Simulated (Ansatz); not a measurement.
AgCl (rock salt, Fm-3m) under volume change, r²SCAN in the plane-wave PAW code Ansatz, scaled uniformly.

```tsv
V (Å³/atom)	E − E(relaxed) (meV/atom)	P (GPa)
19.392	33.1	6.08
20.031	13.8	3.67
20.671	3.2	1.67
21.310	0.0	0.01
21.949	2.8	-1.38
22.589	…	…
23.228	…	…
```

Question: Some entries are withheld; supply them.

Answer: 
- 22.589, E − E(relaxed) (meV/atom): 10.7
- 22.589, P (GPa): -2.53
- 23.228, E − E(relaxed) (meV/atom): 22.7
- 23.228, P (GPa): -3.48

Question: What does a third-order Birch–Murnaghan fit give for V₀, B₀ and B′?

Answer: V₀ = 21.31 Å³/atom, B₀ = 50.5 GPa, B′ = 5.2.

The cell was relaxed with r²SCAN under the symmetry of its start; phonons on a q-mesh show no instability. No spin polarisation was allowed.

Potentials: the later of the program's two PAW sets.
